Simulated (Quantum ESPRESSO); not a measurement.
## W3MoS7Se (input and log of a self-consistent run)

A calculation, not a measurement. The program is pw.x of Quantum ESPRESSO 7.5 (plane-wave density functional theory). The cell is made up: 12 atoms on a layered 2H lattice, with randomly drawn elements, strain and displacements, not relaxed. PseudoDojo standard norm-conserving files (v0.5 for PBE, v0.4.1 for LDA and PBEsol) set the functional; there is no spin polarisation, spin-orbit coupling or dispersion term, and the masses in the input are unused placeholders. A spin-polarised start on this cell or one of its family kept no moment above 0.05 Bohr magneton at the same smearing; a narrower smearing was not tried.

Input:

```
&control calculation='scf', pseudo_dir='./dojo.nc.sr.pbe.v0_5.standard.upf', outdir='./o', disk_io='low', tprnfor=.true., tstress=.true. /
&system ibrav=0, nat=12, ntyp=4, nbnd=63, ecutwfc=85.99341389, nosym=.true., tot_charge=0,
 occupations='smearing', smearing='fd', degauss=0.0018374661
/
&electrons conv_thr=7.350e-09, electron_maxstep=60, /
ATOMIC_SPECIES
Mo 1.0 Mo.upf
S 1.0 S.upf
Se 1.0 Se.upf
W 1.0 W.upf
CELL_PARAMETERS angstrom
3.097 -0.0156 -0.0417
-0.0271 5.3626 0.011
-0.1653 0.0252 12.6565
ATOMIC_POSITIONS angstrom
W -0.0614 1.7158 3.1143
W 1.4304 0.8743 9.4014
W 1.5359 4.5726 3.1416
Mo -0.0684 3.6644 9.607
S -0.1493 1.8245 7.941
S -0.1512 1.8057 11.1503
S 1.5413 0.9384 1.4919
S 1.597 0.8192 4.7138
Se 1.4222 4.385 7.8654
S 1.355 4.5917 11.0888
S 0.0539 3.5307 1.6003
S -0.0824 3.6055 4.8554
K_POINTS automatic
7 4 2 1 1 1
```

The log is shortened where brackets say so; the opening notice, blank lines, dates and the lines on written files are dropped, and the path of the files is cut. It prints rydbergs, bohrs and kilobars, and counts compression as positive stress. With no partly filled state, the Fermi energy that it prints is only some level between the filled and the empty states on the mesh, and need not lie in the true gap.

```
     Program PWSCF v.7.5
     Parallel version (MPI & OpenMP), running on       4 processor cores
     Number of MPI processes:                 4
     Threads/MPI process:                     1
     [start-up lines left out]
     bravais-lattice index     =            0
     lattice parameter (alat)  =       5.8531  a.u.
     unit-cell volume          =    1418.2008 (a.u.)^3
     number of atoms/cell      =           12
     number of atomic types    =            4
     number of electrons       =       114.00
     number of Kohn-Sham states=           63
     kinetic-energy cutoff     =      85.9934  Ry
     charge density cutoff     =     343.9737  Ry
     scf convergence threshold =      7.3E-09
     mixing beta               =       0.7000
     number of iterations used =            8  plain     mixing
     Exchange-correlation= PBE
                           (   1   4   3   4   0   0   0)
     [axes and pseudopotential details left out]
   Cartesian axes
     site n.     atom                  positions (alat units)
         1        W      tau(   1) = (  -0.0198236   0.5539628   1.0054822  )
         2        W      tau(   2) = (   0.4618186   0.2822763   3.0353338  )
         3        W      tau(   3) = (   0.4958803   1.4763085   1.0142962  )
         4        Mo     tau(   4) = (  -0.0220836   1.1830873   3.1017137  )
         5        S      tau(   5) = (  -0.0482030   0.5890576   2.5638294  )
         6        S      tau(   6) = (  -0.0488164   0.5829879   3.5999832  )
         7        S      tau(   7) = (   0.4976238   0.3029716   0.4816745  )
         8        S      tau(   8) = (   0.5156070   0.2644867   1.5218963  )
         9        Se     tau(   9) = (   0.4591712   1.4157401   2.5394212  )
        10        S      tau(  10) = (   0.4374750   1.4824752   3.5801273  )
        11        S      tau(  11) = (   0.0174021   1.1399210   0.5166725  )
        12        S      tau(  12) = (  -0.0266036   1.1640709   1.5676133  )
     number of k points=    28  Fermi-Dirac smearing, width (Ry)=  0.0018
                       cart. coord. in units 2pi/alat
        k(    1) = (   0.0726354   0.0724372   0.0619848), wk =   0.0714286
        k(    2) = (   0.0709888   0.0726799  -0.0603980), wk =   0.0714286
     [further k points left out]
     Dense  grid:   152805 G-vectors     FFT dimensions: (  36,  60, 144)
     Estimated max dynamical RAM per process >     409.64 MB
     Estimated total dynamical RAM >       1.49 GB
     Initial potential from superposition of free atoms
     starting charge     113.9967, renormalised to     114.0000
     Starting wfcs are   77 randomized atomic wfcs
     total cpu time spent up to now is        4.2 secs
     per-process dynamical memory:   299.2 Mb
     Self-consistent Calculation
     iteration #  1     ecut=    85.99 Ry     beta= 0.70
     Davidson diagonalization with overlap
     ethr =  1.00E-02,  avg # of iterations =  2.0
     Threshold (ethr) on eigenvalues was too large:
     Diagonalizing with lowered threshold
     Davidson diagonalization with overlap
     ethr =  5.34E-04,  avg # of iterations =  2.5
     total cpu time spent up to now is       17.2 secs
     total energy              =    -992.46284901 Ry
     estimated scf accuracy    <       0.66391623 Ry
     iteration #  2     ecut=    85.99 Ry     beta= 0.70
     Davidson diagonalization with overlap
     ethr =  5.82E-04,  avg # of iterations = 11.1
     total cpu time spent up to now is       28.5 secs
     total energy              =    -991.67026687 Ry
     estimated scf accuracy    <       7.56193080 Ry
     iteration #  3     ecut=    85.99 Ry     beta= 0.70
     Davidson diagonalization with overlap
     c_bands:  1 eigenvalues not converged
     ethr =  5.82E-04,  avg # of iterations = 15.3
     total cpu time spent up to now is       38.6 secs
     total energy              =    -992.29321639 Ry
     estimated scf accuracy    <       4.16020681 Ry
     iteration #  4     ecut=    85.99 Ry     beta= 0.70
     Davidson diagonalization with overlap
     ethr =  5.82E-04,  avg # of iterations = 11.7
     total cpu time spent up to now is       47.5 secs
     total energy              =    -992.72013916 Ry
     estimated scf accuracy    <       0.44791585 Ry
     iteration #  5     ecut=    85.99 Ry     beta= 0.70
     Davidson diagonalization with overlap
     ethr =  3.93E-04,  avg # of iterations =  3.6
     total cpu time spent up to now is       53.8 secs
     total energy              =    -992.75681596 Ry
     estimated scf accuracy    <       0.06785823 Ry
     [iterations 6 to 16 left out]
     iteration # 17     ecut=    85.99 Ry     beta= 0.70
     Davidson diagonalization with overlap
     ethr =  4.51E-10,  avg # of iterations =  3.3
     total cpu time spent up to now is      140.5 secs
     total energy              =    -992.77091527 Ry
     estimated scf accuracy    <       0.00000031 Ry
     iteration # 18     ecut=    85.99 Ry     beta= 0.70
     Davidson diagonalization with overlap
     ethr =  2.69E-10,  avg # of iterations =  2.1
     total cpu time spent up to now is      146.2 secs
     total energy              =    -992.77091531 Ry
     estimated scf accuracy    <       0.00000002 Ry
     iteration # 19     ecut=    85.99 Ry     beta= 0.70
     Davidson diagonalization with overlap
     ethr =  1.68E-11,  avg # of iterations =  5.2
     total cpu time spent up to now is      154.1 secs
     total energy              =    -992.77091531 Ry
     estimated scf accuracy    <       0.00000003 Ry
     iteration # 20     ecut=    85.99 Ry     beta= 0.70
     Davidson diagonalization with overlap
     ethr =  1.68E-11,  avg # of iterations =  2.6
     total cpu time spent up to now is      160.4 secs
     total energy              =    -992.77091531 Ry
     estimated scf accuracy    <          8.4E-09 Ry
     iteration # 21     ecut=    85.99 Ry     beta= 0.70
     Davidson diagonalization with overlap
     ethr =  7.39E-12,  avg # of iterations =  2.0
     total cpu time spent up to now is      166.0 secs
     End of self-consistent calculation
          k = 0.0726 0.0724 0.0620 ( 19105 PWs)   bands (ev):
   -62.2766 -62.2175 -62.1289 -48.9997 -35.9053 -35.8982 -35.8717 -35.8470
   -35.8334 -26.7703 -26.5723 -26.4847 -26.4671 -26.4332 -26.4221 -26.3101
   -26.2901 -26.2383 -23.2427 -23.1220 -23.0264  -3.2429  -3.0689  -1.8653
    -1.6116  -1.0105  -0.9521  -0.7537  -0.5900   4.9094   5.1162   5.3677
     5.6945   6.2701   6.3841   7.0799   7.4694   8.1742   8.2950   8.4251
     8.8076   8.9686   9.0486   9.1357   9.3047   9.4495   9.5733   9.9217
    10.0092  10.3334  10.3964  10.4819  10.6241  11.0617  11.3248  11.3514
    11.7521  13.9047  14.2125  14.3623  14.4134  14.6175  14.7137
     [levels at the other k points left out]
     the Fermi energy is    12.5483 ev
!    total energy              =    -992.77091531 Ry
     estimated scf accuracy    <          2.0E-09 Ry
     smearing contrib. (-TS)   =      -0.00000000 Ry
     internal energy E=F+TS    =    -992.77091531 Ry
     The total energy is F=E-TS. E is the sum of the following terms:
     one-electron contribution =    -531.18918252 Ry
     hartree contribution      =     312.84360577 Ry
     xc contribution           =    -213.20941320 Ry
     ewald contribution        =    -561.21592537 Ry
     convergence has been achieved in  21 iterations
     Forces acting on atoms (cartesian axes, Ry/au):
     atom    1 type  4   force =     0.07801495    0.08355668    0.07896737
     atom    2 type  4   force =    -0.01268931    0.07921147    0.11332114
     atom    3 type  4   force =    -0.00369554   -0.14687293   -0.00594911
     atom    4 type  1   force =    -0.09024030   -0.09693911    0.00032105
     atom    5 type  2   force =     0.01073751    0.01359666   -0.02196854
     atom    6 type  2   force =     0.01674852   -0.00311464   -0.04502238
     atom    7 type  2   force =    -0.02835972   -0.02719810   -0.02712783
     atom    8 type  2   force =    -0.03540203    0.06467961    0.03982225
     atom    9 type  3   force =     0.01334824    0.01691515   -0.09089354
     atom   10 type  2   force =     0.06261999   -0.00951657    0.04511626
     atom   11 type  2   force =    -0.03722669    0.04130981   -0.00952924
     atom   12 type  2   force =     0.02614437   -0.01562802   -0.07705744
     Total force =     0.339068     Total SCF correction =     0.000177
     Computing stress (Cartesian axis) and pressure
          total   stress  (Ry/bohr**3)                   (kbar)     P=      107.06
   0.00084473   0.00017836   0.00023777          124.26       26.24       34.98
   0.00017836   0.00093524  -0.00004062           26.24      137.58       -5.98
   0.00023777  -0.00004062   0.00040345           34.98       -5.98       59.35
     init_run     :      4.06s CPU      4.18s WALL (       1 calls)
     electrons    :    160.10s CPU    161.76s WALL (       1 calls)
     forces       :      1.65s CPU      1.67s WALL (       1 calls)
     stress       :      5.74s CPU      5.86s WALL (       1 calls)
     [timing details left out]
     PWSCF        :   2m51.64s CPU   2m53.63s WALL
     JOB DONE.
```

In other units: free energy -13507.336 eV for the cell, pressure 10.71 GPa, largest force component 3.776 eV/Å. A rerun of the same cell at another strain at a cutoff of 1467 eV and k mesh 9 x 6 x 4 moved values by no more than 0.002 eV in energy, 0.04 GPa in stress and 0.020 eV/Å in force.